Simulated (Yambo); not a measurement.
## How GW settings move the gap: BN

G0W0@LDA for BN (space group Fmm2, No. 42) in Yambo. Reference settings: 6×6×6 Γ-centred k mesh, 71 bands and a 14 Ry block in the screening, 71 bands in G with the Bruneval-Gonze terminator, plasmon pole fitted at 27.2 eV. The LDA gap (-0.5, 0.333, -0.167) → (0, -0.5, -0.5) on this mesh is 3.68 eV; G0W0 gaps are taken between the same points.

```tsv
change from the reference	G0W0 gap (-0.5, 0.333, -0.167) → (0, -0.5, -0.5) (eV)	shift of the valence edge (eV)	rough Yambo cost
reference settings	5.50	-0.96	1
24 bands in W, 24 bands in G	5.52	-0.82	about 1/3
54 bands in W, 54 bands in G	5.50	-0.94	within a factor of two
wavefunctions cut at 50 Ry	5.51	-0.95	about 1/2
exchange cut at 10 Ry	5.02	-0.36	–
14 bands in W, 14 bands in G, 5 Ry block	5.50	-0.54	about 1/7
24 bands in W, 24 bands in G, 8 Ry block	5.44	-0.72	about 1/5
37 bands in W, 37 bands in G, 5 Ry block	5.37	-0.69	about 1/3
54 bands in W, 54 bands in G, 2 Ry block	5.86	-0.63	about 1/2
54 bands in W, 54 bands in G, 5 Ry block	5.36	-0.71	within a factor of two
8 Ry block	5.39	-0.82	within a factor of two
14 bands in W, 14 bands in G, 5 Ry block, no terminator	5.39	-0.16	about 1/7
14 bands in W, 14 bands in G, no terminator	5.35	-0.13	about 1/5
24 bands in W, 24 bands in G, no terminator	5.31	-0.40	about 1/3
37 bands in W, 37 bands in G, 5 Ry block, no terminator	5.30	-0.52	about 1/3
```

The reference isn't shown to be the converged limit. Costs are rough (shared machines), scaled to the same edge states, and given only for runs that recompute the screening. The mesh misses a band edge: along a dense path the LDA gap is 3.61 eV against 3.68 eV on the mesh.

Geometry of the Materials Project entry, not relaxed at this level; primitive cell a = 4.1121 Å, b = 2.5017 Å, c = 3.7127 Å, α = 80.29°, β = 36.85°, γ = 62.86°.

This is not the ordinary phase of the substance; no match was found in the copy of COD used, and its stability was not checked.

A shift is the quasiparticle energy of the state minus its LDA energy.

The distance between layers or molecules is the database entry's, not relaxed here. Functionals without dispersion can leave it too large, which widens gaps and weakens the response across layers: the numbers belong to this cell.
